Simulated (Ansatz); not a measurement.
Bands of Si2W

```
Si W
1.0
    -1.60737    1.60737    3.90103
     1.60737   -1.60737    3.90103
     1.60737    1.60737   -3.90103
Si W
2 1
Cartesian
  0.0000 0.0000 2.6136
  0.0000 0.0000 5.1885
  0.0000 0.0000 0.0000
```

Atoms are numbered in the order listed.

Conventional cell: a = 3.215 Å, b = 3.215 Å, c = 7.802 Å, α = 90.00°, β = 90.00°, γ = 90.00°. Around Si (atom 1) lie 5 Si at 2.57 to 2.63 Å and 5 W at 2.61 Å. W (atom 3) is surrounded by 10 Si at 2.61 Å.

The cell is the one relaxed in the Materials Project (mp-1620), not relaxed further here; entries there can be hypothetical.

Spin–orbit coupling is left out, though it moves levels of the heavy atoms by tenths of an eV or more.

These are results of Ansatz 0.2.0, DFT, PBEsol, all-electron LAPW, scalar-relativistic, not measurements.

Settings: a Γ-centred 18×18×18 k mesh, Fermi–Dirac smearing of 0.05 eV, basis error target 1 meV/atom, no spin polarisation.

Points in fractions of the reciprocal vectors of this cell: Γ (0, 0, 0), X (0, 0, 0.5), P (0.25, 0.25, 0.25), N (0, 0.5, 0), M (0.5, 0.5, -0.5), S (0.292, 0.708, -0.292), S0 (-0.292, 0.292, 0.292). The path joins them by straight lines in the order Γ–X–P–N–Γ–M–S–S0–Γ; legs that retrace an earlier one aren't tabulated. Energies are in eV from the Fermi level.

Problem. Metal or insulator at this level of theory?

Solution. No gap opens: metallic or semimetallic.

Problem. Tabulate bands 29 to 34, counted from the lowest band of the run, along the path.

Solution. 
| k (1/Å) | point | band 29 | band 30 | band 31 | band 32 | band 33 | band 34 |
| --- | --- | --- | --- | --- | --- | --- | --- |
| 0.00 | Γ | -2.85 | -2.85 | 0.59 | 2.78 | 2.93 | 3.06 |
| 0.35 |  | -3.24 | -1.81 | -1.34 | 2.40 | 3.40 | 3.43 |
| 0.69 |  | -3.22 | -2.82 | -1.90 | 3.10 | 3.18 | 3.79 |
| 1.04 |  | -3.33 | -2.77 | -2.15 | 1.68 | 3.32 | 3.38 |
| 1.38 | X | -5.01 | -3.23 | -1.75 | 2.89 | 2.95 | 3.11 |
| 1.48 |  | -4.54 | -3.16 | -1.80 | 2.19 | 2.95 | 3.42 |
| 1.58 |  | -3.87 | -2.97 | -1.94 | 1.27 | 2.95 | 3.54 |
| 1.68 |  | -3.26 | -2.70 | -2.15 | 0.48 | 2.95 | 3.57 |
| 1.78 | P | -2.98 | -2.41 | -2.41 | 0.14 | 2.95 | 3.58 |
| 2.03 |  | -3.19 | -2.73 | -2.31 | 0.39 | 2.52 | 3.31 |
| 2.27 |  | -3.43 | -2.26 | -2.01 | 0.38 | 2.71 | 3.73 |
| 2.52 |  | -2.81 | -2.53 | -1.03 | 1.47 | 2.72 | 4.33 |
| 2.76 | N | -2.83 | -2.76 | -0.45 | 2.68 | 2.81 | 3.99 |
| 3.03 |  | -2.59 | -2.58 | -0.97 | 1.92 | 2.97 | 3.49 |
| 3.29 |  | -2.39 | -2.23 | -1.39 | 1.25 | 2.20 | 4.41 |
| 3.55 |  | -2.65 | -2.53 | -0.34 | 1.95 | 2.42 | 3.74 |
| 3.82 | Γ | -2.85 | -2.85 | 0.59 | 2.78 | 2.93 | 3.06 |
| 4.02 |  | -2.70 | -2.70 | 0.62 | 1.94 | 2.59 | 2.59 |
| 4.22 |  | -2.28 | -2.28 | 0.68 | 1.57 | 1.57 | 1.60 |
| 4.42 |  | -1.59 | -1.59 | 0.43 | 0.43 | 0.74 | 2.81 |
| 4.62 | M | -0.83 | -0.83 | -0.50 | -0.50 | 0.77 | 4.62 |
| 4.83 |  | -1.18 | -0.79 | -0.54 | -0.44 | 1.07 | 4.93 |
| 5.03 |  | -1.82 | -1.41 | -0.30 | 0.09 | 1.70 | 3.90 |
| 5.23 |  | -2.39 | -2.01 | -0.20 | 0.98 | 2.52 | 2.65 |
| 5.44 | S | -2.73 | -2.42 | -0.33 | 1.80 | 2.48 | 3.56 |
| 5.65 |  | -2.79 | -2.69 | -0.43 | 2.43 | 3.02 | 3.13 |
| 5.87 |  | -2.83 | -2.76 | -0.45 | 2.68 | 2.81 | 3.99 |
| 6.09 |  | -2.79 | -2.69 | -0.43 | 2.43 | 3.02 | 3.13 |
| 6.31 | S0 | -2.73 | -2.42 | -0.33 | 1.80 | 2.48 | 3.56 |
| 6.59 |  | -2.66 | -2.61 | -1.07 | 2.27 | 3.05 | 3.07 |
| 6.88 |  | -2.52 | -1.98 | -1.92 | 1.47 | 2.29 | 3.85 |
| 7.16 |  | -2.62 | -2.55 | -0.57 | 1.95 | 2.39 | 3.92 |
| 7.45 | Γ | -2.85 | -2.85 | 0.59 | 2.78 | 2.93 | 3.06 |
